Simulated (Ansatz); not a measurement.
A plane-wave DFT run in Ansatz 0.2.0 (scalar-relativistic PAW potentials unless the input names others): input and command.

```yaml
crystal:
  lattice:
    - [2.9168764148, 0.0, 0.0]
    - [-1.4584382074, 2.526089075, 0.0]
    - [0.0, 0.0, 10.5446218676]
  atoms:
    - { symbol: Li, position: [0.0, 0.0, 0.0] }
    - { symbol: Li, position: [0.0, 0.0, 0.5] }
    - { symbol: Nb, position: [0.3333333333, 0.6666666667, 0.75] }
    - { symbol: Nb, position: [0.6666666667, 0.3333333333, 0.25] }
    - { symbol: O, position: [0.3333333333, 0.6666666667, 0.1244001138] }
    - { symbol: O, position: [0.6666666667, 0.3333333333, 0.6244001138] }
    - { symbol: O, position: [0.3333333333, 0.6666666667, 0.3755998862] }
    - { symbol: O, position: [0.6666666667, 0.3333333333, 0.8755998862] }
basis:
  ecutwfc: 500
kpoints:
  mp_grid: { grid: [12, 12, 4] }
hamiltonian:
  xc: r2scan
scf:
  occupations: { method: gaussian, width: 0.02 }
  max_iter: 1
output:
  forces: true
  eigenvalues: true
  stress: true
```

```bash
ansatz run input.yaml --threads 2 --pin off --max-ram 5120MiB --backend cpu --events-out ev --progress --plain --runs-dir out
```

Abridged log:
```
Pseudopotentials: kind: paw
Pseudopotential: Li, paw, valence charge 3, recommended cutoff 500 eV (meta_gga)
Pseudopotential: Nb, paw, valence charge 13, recommended cutoff 500 eV (meta_gga)
Pseudopotential: O, paw, valence charge 6, recommended cutoff 500 eV (meta_gga)
Functional definition: r2SCAN
Crystal: 8 atoms, lattice volume = 77.696 Å³
Basis set: ecut = 500 eV, 1959 PW (Γ), exchange–correlation on 96×96×320 points (64 copies of the dense FFT grid, shifted against one another)
Bands: 36, of which v1, the nominal top of the filled ones, is band 28 counted from 1 (27 counted from 0)
Symmetry: 24 space group operations
Space group: P63/mmc (ITA 194), of the structure as read, at distance tolerance 4.3e-5 Å
k-points: 57 of 576
Initial density: superposition of atomic densities (neutral atoms: chi_scale 0, normalization atom), corrected by the library's trained network
Initial wavefunctions: pseudopotential atomic-orbital guess
Functional: x = r2scan, c = r2scan; τ floored in thin density (d = 2e-4 eV/Å³)
SCF iter   1: F=—  HF=-11822.119262 eV  |F-HF|=—  |Δ(HF+E_count)|=         —  Δρ=1.49e-2  dr2=1.57e-1  dr2_τ=3.39e-1  ethr=1.77e-3  ⟨swp⟩=4.5  Hψ=18749  notcnv=0
```

**Question.** What is wrong with this input?

**Answer.** The fault is too few SCF iterations (scf.max_iter: not typed → 1, the first being the value of the sound run). Setting it back cures it. The log, from which this was withheld above, says: «Error: did not converge after 1 iterations: tau_residual = 3.39e-1 (threshold 1.00e-7), under the density mixer `msr1`, which `scf.mixing.algorithm: auto` chose by the deck's other keys (type `scf.mixing.algorithm: msr1` to keep it); raise `scf.max_iter`, which need not help a stalled SCF, or adjust the mixing (`scf.mixing`) or, under a smearing, its width (`scf.occupations.width` …» The run stopped without converging. A reference run on usual settings, whose relaxation ended at this geometry, converged, and the end of its own relaxation has pressure -2.99 GPa, largest force 0.001 eV/Å, gap on the mesh 1.83 eV (its cell was held, or driven to that pressure on purpose).

Time: 7.8 s on 2 threads of Intel(R) Xeon(R) Processor @ 2.50GHz (Skylake/Cascade Lake) (shared host), peak memory 0.58 GiB.